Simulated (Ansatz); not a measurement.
Si2W:
```
Si2W
1.0
    0.00000     3.93170     4.47847
    2.27507     0.00000     4.47847
    2.27507     3.93170     0.00000
Si W
4 2
Cartesian
  2.27507   5.22391   4.47847
  2.27507   2.63949   4.47847
  3.41260   4.60534   6.71771
  3.41260   7.18976   6.71771
  0.00000   0.00000   0.00000
  1.13753   1.96585   2.23924
```

Relaxed with r²SCAN. Special points in fractions of this cell's reciprocal vectors: Γ (0.000, 0.000, 0.000); Y (0.500, 0.000, 0.500); T (1.000, 0.500, 0.500); Z (0.500, 0.500, 0.000); Σ0 (0.000, 0.398, 0.398); U0 (1.000, 0.602, 0.602); C0 (0.500, 0.231, 0.731); A0 (0.500, 0.769, 0.269); L (0.500, 0.500, 0.500).

Task: List the band energies nearest the Fermi level at these points for DFT-r²SCAN in the program Ansatz with PAW potentials.

Result: In eV from the Fermi level; about four levels below and three above (degenerate sets whole), none deeper than 8.9 eV; points with the same levels are listed once.

| k | below | above |
|---|---|---|
| Γ | -3.42 -2.68 -2.51 -2.30 | 0.40 1.30 2.88 |
| Y | -2.95 -2.95 -0.39 -0.39 | 2.54 2.54 3.46 3.46 |
| T | -2.59 -2.59 -1.45 -1.45 | 1.59 1.59 3.20 3.20 |
| Z | -2.38 -2.38 -1.85 -1.85 | 2.90 2.90 3.00 3.00 |
| Σ0 | -2.13 -1.86 -1.30 -1.16 | 0.45 2.10 2.91 |
| C0 | -2.93 -2.93 -0.27 -0.27 | 1.10 1.10 2.43 2.43 |
| L | -3.17 -2.35 -1.89 -0.64 | 0.06 0.30 1.54 |

Space group Fddd. A made-up cell: these elements were put on the sites of a structure type; neither database checked (COD, Materials Project) lists it. It is not the phase usual at ambient conditions (space group No. 139). The r²SCAN relaxation kept the symmetry of its start; whether a distortion lowers the energy is not shown. No spin polarisation was allowed. Scalar-relativistic: spin–orbit coupling is off unless named, which matters more the heavier the elements.

Potentials: the later of the program's two PAW sets.
